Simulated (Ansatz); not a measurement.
Ansatz input

```yaml
crystal:
  lattice:
    - [4.052459318, 0.0, 0.0]
    - [-2.026229659, 3.5095327172, 0.0]
    - [0.0, 0.0, 2.4841575619]
  atoms:
    - { symbol: Fe, position: [0.0, 0.0, 0.0], spin: 2.5 }
    - { symbol: Fe, position: [0.3333333333, 0.6666666667, 0.5], spin: 2.5 }
    - { symbol: Fe, position: [0.6666666667, 0.3333333333, 0.5], spin: 2.5 }
hamiltonian:
  xc: mr2scan
  pseudopotentials:
    kind: paw
    azcp:
      Fe: "pseudopotentials/Fe.paw.azcp"
basis:
  ecutwfc: 500
  fft_grid_basis: typed
kpoints:
  mp_grid: { grid: [9, 9, 13], shift: [0, 0, 0] }
magnetization:
  spin_polarized: true
scf:
  occupations: { method: fermi_dirac, width: 0.05 }
relax:
  max_steps: 60
  f_tol: 0.01
  cell: {}
```

Terminal output

```
Engine: ansatz 0.2.0, aarch64-unknown-linux-gnu
Pseudopotentials: kind: paw
Pseudopotential: Fe, paw, valence charge 16, recommended cutoff 500 eV (meta_gga) 
Functional definition: m-r2SCAN
  exchange = m_r2scan_x
  correlation = m_r2scan_c
Crystal: 3 atoms, lattice volume = 35.330 Å³
Basis set: ecut = 500 eV, 915 PW (Γ), exchange–correlation on 120×120×80 points (64 copies of the dense FFT grid, shifted against one another)
Bands: 34, of which v1, the nominal top of the filled ones, is band 24 counted from 1 (23 counted from 0)
Symmetry: 24 space group operations
Space group: P6/mmm (ITA 191), of the structure as read, at distance tolerance 3.3e-5 Å
Magnetic group: BNS 191.233 (UNI 1463), of the structure as read, at distance tolerance 3.3e-5 Å
k-points: 84 of 1053
Non-local potential: Fe, projectors of the file, l = 0: 3, l = 1: 2, l = 2: 3, l = 3: 1
PAW form: soft (Blöchl's): semilocal exchange-correlation on the pseudo side does not see the compensation charge
PAW frozen core: Fe, regenerated for the run's functional (the file was generated under x = pbe(κ = 0.804, μ = 0.2195149727645171), c = pbe(β = 0.06672455060314922))
PAW one-centre angular grid: Fe, 590 points (default); XC on 160 Gauss nodes
Initial density: superposition of atomic densities (chi_scale 0.1, normalization cell)
Starting moments: Σ|m| = 7.5 μB on 3 of 3 sites
Initial wavefunctions: pseudopotential atomic-orbital guess
Functional: x = mr2scan, c = mr2scan; τ floored in thin density (d = 2e-4 eV/Å³)
SCF iter   1: F=—  HF=-13453.929038 eV  |F-HF|=—  |Δ(HF+E_count)|=         —  Δρ=6.28e-2 (↑5.80e-2 ↓6.28e-2)  dr2=3.03e0  dr2_τ=1.85e-2  dr2_m=1.41e-1  M=6.825 μB ∫|m|=6.847 μB  β_m=1.00  ethr=3.10e-3  ⟨swp⟩=5.4  Hψ=19791  notcnv=0  defer=9
Mixer restart at iter 1: flushing history
SCF iter   2: F=—  HF=-13453.100769 eV  |F-HF|=—  |Δ(HF+E_count)|=   8.28e-1  Δρ=3.02e-2 (↑8.25e-3 ↓3.02e-2)  dr2=3.11e-1  dr2_τ=1.28e-2  dr2_m=6.15e-2  M=6.881 μB ∫|m|=6.982 μB  β_m=1.00  ethr=3.10e-3  ⟨swp⟩=3.2  Hψ=10480  notcnv=0  defer=432  κ⁻¹=1.0e0(r=1)
SCF iter   3: F=—  HF=-13453.663577 eV  |F-HF|=—  |Δ(HF+E_count)|=   5.63e-1  Δρ=8.64e-3 (↑8.64e-3 ↓6.73e-3)  dr2=2.38e-2  dr2_τ=4.38e-4  dr2_m=3.13e-3  M=6.915 μB ∫|m|=7.071 μB  β_m=1.00  ethr=6.49e-4  ⟨swp⟩=2.3  Hψ=8756  notcnv=0  defer=435  κ⁻¹=6.5e-2(r=2)
SCF iter   4: F=—  HF=-13454.035276 eV  |F-HF|=—  |Δ(HF+E_count)|=         —  Δρ=6.59e-2 (↑6.59e-2 ↓4.16e-2)  dr2=2.21e-1  dr2_τ=1.33e-2  dr2_m=9.08e-1  M=5.834 μB ∫|m|=6.005 μB  β_m=1.00  ethr=4.96e-5  ⟨swp⟩=2.7  Hψ=10223  notcnv=0  defer=438
Mixer restart at iter 4: flushing history
SCF iter   5: F=—  HF=-13455.380899 eV  |F-HF|=—  |Δ(HF+E_count)|=    1.35e0  Δρ=1.24e-1 (↑1.24e-1 ↓2.13e-2)  dr2=3.54e0  dr2_τ=1.93e-2  dr2_m=1.36e0  M=7.268 μB ∫|m|=7.422 μB  β_m=1.00  ethr=1.04e-4  ⟨swp⟩=3.2  Hψ=13396  notcnv=0  defer=438
SCF iter   6: F=—  HF=-13454.290870 eV  |F-HF|=—  |Δ(HF+E_count)|=    1.09e0  Δρ=2.33e-2 (↑2.33e-2 ↓2.03e-2)  dr2=2.50e-1  dr2_τ=1.21e-2  dr2_m=9.20e-2  M=6.969 μB ∫|m|=7.124 μB  β_m=1.00  ethr=1.04e-4  ⟨swp⟩=3.6  Hψ=16607  notcnv=0  defer=441  κ⁻¹=1.0e0(r=1)
...
an SCF from ferrimagnetic starting moments (-2.50, -2.50, 2.50 Bohr magnetons, atom by atom) was not made, so that it is not known whether that order lies lower: the deck asks for what bars it, or types moments that do (magnetization.spin_polarized, in the input reference, names some of the keys), or the run goes by scf.lower_state_search: light, the default, which as a rule tries one only behind a close that has lost an order of both signs, or on which an open d or half-filled 4f shell of a PAW file has lost a moment that was set nearer to Hund's than to what is left; or, under a Hubbard U, one that names an f shell that the input leaves bare beside given moments, or a larger moment for a shell of low spin that is given one. standard, with a start from the atoms, tries one behind each close (in a relaxation, ahead of its steps or at their end). To set out from that order, type those moments (crystal.atoms[].spin; where shells were raised to Hund's moment, beside crystal.symmetry.detect: false) under scf.lower_state_search: light. The bands of the close that named these starting moments, or of the one ahead of a search that led to it (under cold or Methfessel-Paxton smearing those of the Gaussian ahead of it) read a cost of +99.54 meV for the turn to them, carried on from a small turn (+99.54 by the pairs of d shells alone)
SCF converged after 11 iterations
Stability not checked: this state was not tested for a lower state beside it, because the mixer in use, unlike msr1, does not test its closes by its own steps (another_mixer; see scf.mixing.algorithm and scf.lower_state_search)
Magnetization: 1.2930 μB (24.6465 up, 23.3535 down)
Absolute magnetization: 3.6271 μB (∫|ρ↑−ρ↓|, with the PAW one-centre terms)
Spin contamination: 0.6792 ħ² per cell (⟨S²⟩ above its minimum at these occupations)
Per-site moments (μB) at R_I (Å): [(-1.1127787067597903, 0.9811935367057059), (1.1662992535657941, 0.9238388011592857), (1.1662992535657943, 0.9238388011592857)]
Free energy (F): -13455.278286 eV
Harris-Foulkes:  -13455.278286 eV  (|F-HF|=1.27e-11)
Internal energy: -13455.254220 eV  (E = F + TS)
E sigma→0 (E₀):  -13455.266253 eV
Entropy (-TS):   -0.024067 eV (-8.022 meV/atom)
Fermi energy:    20.697822 eV
--- Per-component energies (eV) ---
  E_band       = -607.156513
  E_kinetic    = 1064.353210
  E_local      = -5860.815938  (includes V_loc(G=0)·N_el)
  E_nonlocal   = 651.904675
  E_hartree    = 2481.450182
  E_xc         = -343.866269
  E_vxc        = -510.904109  (∫ρ·V_xc dr)
  E_paw        = -4127.338118  (= ΣΔE_a)
  E_vpaw       = -951.474308  (= ΣTr[D̂ρ^β])
  E_aug_tail   = 0.000736  (compensation charges beyond the density's cutoff)
  E_vtau       = 36.878869  (kinetic-family band-sum trace: ∫τ·v_τ [+ j·A + Jᵃ·Aᵃ] dr)
  E_ewald      = -7320.074274
  E_core_change = -0.868425  (= ΣΔE_core)
  E_smearing   = -0.024067  (= −TS)
  E_closure    = -0.000000  (closes the sum)
  Σ components = -13455.278286   (vs F -13455.278286, Δ=0.00e0)
--- Forces (eV/Å), atoms counted from 1 ---
  atom   1  Fe     0.00000000     0.00000000     0.00000000
  atom   2  Fe    -0.00000000     0.00000000     0.00000000
  atom   3  Fe    -0.00000000    -0.00000000     0.00000000
  max |Σ_I F_I| component: 3.70e-17 eV/Å
--- Stress (GPa, compression-positive) ---
        0.001041      -0.000000       0.000000
       -0.000000       0.001041       0.000000
        0.000000       0.000000      -0.001002
  P = ⅓ Tr σ = 0.0004 GPa (0.004 kbar)
--- Relaxed structure (9 steps of the walk, 9 accepted, 2 SCFs on fresh bases) ---
  F+E_penalty+E_count = -13455.27828648 eV   max|allowed force component| = 7.401e-17 eV/Å   (the final SCF, on the basis selected at the relaxed cell)
  cell:  # Å, volume = 30.9975 Å³
    - [3.8791169493609807, -6.34276833169051e-34, 0.0]
    - [-1.9395584746804904, 3.3594138223974026, 0.0]
    - [0.0, 0.0, 2.3786509980744386]
  atoms:
    - { symbol: Fe, position: [-1.1206509939409025e-35, 3.963346451977795e-35, 0.0] }
    - { symbol: Fe, position: [0.3333333333333333, 0.6666666666666666, 0.5] }
    - { symbol: Fe, position: [0.6666666666666666, 0.3333333333333333, 0.5] }
```
